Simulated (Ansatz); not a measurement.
SnRu₃C (anti-perovskite, space group No. 221) at seven volumes, PBEsol (plane waves, PAW; program Ansatz), scaled uniformly. One row is withheld.

| V (Å³/atom) | P (GPa) |
|---|---|
| 12.063 | 32.12 |
| 12.461 | 19.53 |
| 12.858 | 8.93 |
| 13.256 | 0.00 |
| 13.654 | -7.51 |
| 14.051 | -13.83 |
| 14.449 | ? |

**Question.** Fit the shown pressures and predict the withheld one.

**Answer.** Third-order Birch–Murnaghan: P = (3/2)B₀(x^(7/2) − x^(5/2))[1 + (3/4)(B′ − 4)(x − 1)] with x = (V₀/V)^(2/3). Least squares on the six rows gives V₀ = 13.256 Å³/atom, B₀ = 272.5 GPa, B′ = 4.71. At V = 14.449, x = 0.9442 and P = -19.18 GPa. The run itself gave -19.13 GPa.

Space group Pm-3m (anti-perovskite). The start of the workflow was typed in or built on a structure type; neither database checked (COD, Materials Project) lists it. Its standing as an ambient phase is unchecked. Symmetry was held in the PBEsol relaxation; its stability against distortions is not shown here. The run is not spin-polarised. Scalar-relativistic: spin–orbit coupling is off unless named, which matters more the heavier the elements.

Potentials: the later of the program's two PAW sets.
